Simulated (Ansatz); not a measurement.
# Calculated with Ansatz: CaPbS6, settings compared

Input:

```yaml
crystal:
  lattice:
    - [0.0, 4.921382, 4.921382]
    - [4.921382, 0.0, 4.921382]
    - [4.921382, 4.921382, 0.0]
  atoms:
    - { symbol: S, position: [0.75, 0.25, 0.25] }
    - { symbol: S, position: [0.25, 0.75, 0.25] }
    - { symbol: S, position: [0.25, 0.75, 0.75] }
    - { symbol: S, position: [0.75, 0.25, 0.75] }
    - { symbol: S, position: [0.25, 0.25, 0.75] }
    - { symbol: S, position: [0.75, 0.75, 0.25] }
    - { symbol: Ca, position: [0.5, 0.5, 0.5] }
    - { symbol: Pb, position: [0.0, 0.0, 0.0] }
  symmetry: { tolerance: 0.0003 }
kpoints:
  mp_grid: { grid: [3, 3, 3], shift: [0, 0, 0] }
magnetization:
  spin_polarized: false
scf:
  occupations: { method: fermi_dirac }
hamiltonian:
  pseudopotentials: { kind: paw }
  xc: pbe
basis:
  ecutwfc: 420
output:
  forces: true
  stress: true
  eigenvalues: true
```

Run with:

```bash
ansatz run input.yaml --threads 1 --pin off --max-ram 2560MiB --backend cpu --events-out ev --progress --plain --runs-dir out
```

Origin of the cell: a known structure type with other elements, at an estimated volume, so it need not be a known compound.

The smearing width isn't typed, so it takes its default of 0.1 eV.

Output of this run (shortened):

```
Pseudopotentials: kind: paw
Pseudopotential: S, paw, valence charge 6, recommended cutoff 420 eV (normal), S.paw.azcp
Pseudopotential: Ca, paw, valence charge 10, recommended cutoff 420 eV (normal), Ca.paw.azcp
Pseudopotential: Pb, paw, valence charge 14, recommended cutoff 420 eV (normal), Pb.paw.azcp
Functional definition: PBE
  exchange = pbe_x(kappa = kappa, mu = beta*pi^2/3)
  correlation = pbe_c(beta = beta)
Crystal: 8 atoms, lattice volume = 238.392 Å³
Basis set: ecut = 420 eV, 4645 PW (Γ), exchange–correlation on 96×96×96 points (8 copies of the dense FFT grid, shifted against one another)
Bands: 38, of which v1, the nominal top of the filled ones, is band 30 counted from 1 (29 counted from 0)
Symmetry: 48 space group operations
Space group: Fm-3m (ITA 225), of the structure as read, at distance tolerance 1.9e-3 Å
[… 7 lines left out …]
Initial density: superposition of atomic densities (neutral atoms: chi_scale 0, normalization atom), corrected by the library's trained network
Functional: x = pbe(κ = 0.804, μ = 0.219515), c = pbe(β = 0.066725)
SCF iter   1: F=—  HF=-19129.790879 eV  Δρ=2.98e-3  dr2=3.99e-2
SCF iter   2: F=—  HF=-19129.799211 eV  Δρ=2.44e-3  dr2=3.25e-2
SCF iter   3: F=—  HF=-19129.792212 eV  Δρ=3.61e-4  dr2=4.54e-4
SCF iter   4: F=—  HF=-19129.792127 eV  Δρ=1.32e-4  dr2=5.66e-5
SCF iter   5: F=—  HF=-19129.791899 eV  Δρ=4.60e-5  dr2=1.07e-5
SCF iter   6: F=—  HF=-19129.791899 eV  Δρ=1.36e-5  dr2=8.46e-7
SCF iter   7: F=-19129.791899 eV  HF=-19129.791899 eV  Δρ=2.68e-6  dr2=1.37e-8
SCF 1 converged in 7 iterations: F = -19129.791899 eV  dr2 = 1.37e-8
SCF converged after 7 iterations
Free energy (F): -19129.791899 eV
Harris-Foulkes:  -19129.791899 eV  (|F-HF|=4.48e-9)
Internal energy: -19129.434646 eV  (E = F + TS)
E sigma→0 (E₀):  -19129.613273 eV
Entropy (-TS):   -0.357253 eV (-44.657 meV/atom)
Fermi energy:    2.392679 eV
--- Per-component energies (eV) ---
  E_band       = -407.317400
  E_kinetic    = 1214.336683
  E_local      = -4099.960240  (includes V_loc(G=0)·N_el)
  E_nonlocal   = 592.723485
  E_hartree    = 1575.151711
  E_xc         = -933.247868
  E_vxc        = -818.811469  (∫ρ·V_xc dr)
  E_paw        = -14876.531077  (= ΣΔE_a)
  E_vpaw       = -445.913569  (= ΣTr[D̂ρ^β])
  E_aug_tail   = 0.000053  (compensation charges beyond the density's cutoff)
  E_ewald      = -2601.907393
  E_smearing   = -0.357253  (= −TS)
  Σ components = -19129.791899   (vs F -19129.791899, Δ=0.00e0)
--- Forces (eV/Å), atoms counted from 1 ---
  atom   1  S      0.040018     0.000000    -0.000000
  atom   2  S      0.000000     0.040018    -0.000000
  atom   3  S     -0.040018    -0.000000     0.000000
  atom   4  S      0.000000    -0.040018    -0.000000
  atom   5  S      0.000000     0.000000     0.040018
  atom   6  S      0.000000     0.000000    -0.040018
  atom   7  Ca     0.000000    -0.000000     0.000000
  atom   8  Pb     0.000000    -0.000000     0.000000
  max |Σ_I F_I| component: 1.99e-17 eV/Å
--- Stress (GPa, compression-positive) ---
        8.765916       0.000000      -0.000000
       -0.000000       8.765916       0.000000
        0.000000      -0.000000       8.765916
  P = ⅓ Tr σ = 8.7659 GPa (87.659 kbar)
```

The same input was run again with these changes:

1. `hamiltonian.xc` pbe → r2scan; `scf.initial_density.chi_scale` default → 0.3
2. `scf.convergence.dr2_threshold` default → 1.0e-09
3. `basis.ecutwfc` 420 → "500 eV"
4. `hamiltonian.hubbard` default → { sites: [{ species: S, l: f, u_eff: 4.0 }] }; `scf.max_iter` default → 50

```csv
run,end,SCF iterations,P (GPa),max force component (eV/Å),moment (μB),ΔE(σ→0) (meV/atom)
base,converged,7,8.77,0.040,–,0
1,converged,11,8.21,0.153,–,–
2,converged,9,8.77,0.040,–,0.00
3,converged,7,8.77,0.040,–,-0.23
4,input refused,0,–,–,–,–
```

Energies are compared only where functional, datasets, charge and starting cell are the same.

Caveats of the base run: no spin-orbit coupling, though heavy elements are present; the k mesh is coarse if the cell is a metal.

Run 1: the cutoff lies below the datasets' advice.

The base run took 3.4 s on 1 thread of Arm Neoverse V1, with other jobs on the host, peak memory 0.44 GiB, from the program's own first density.
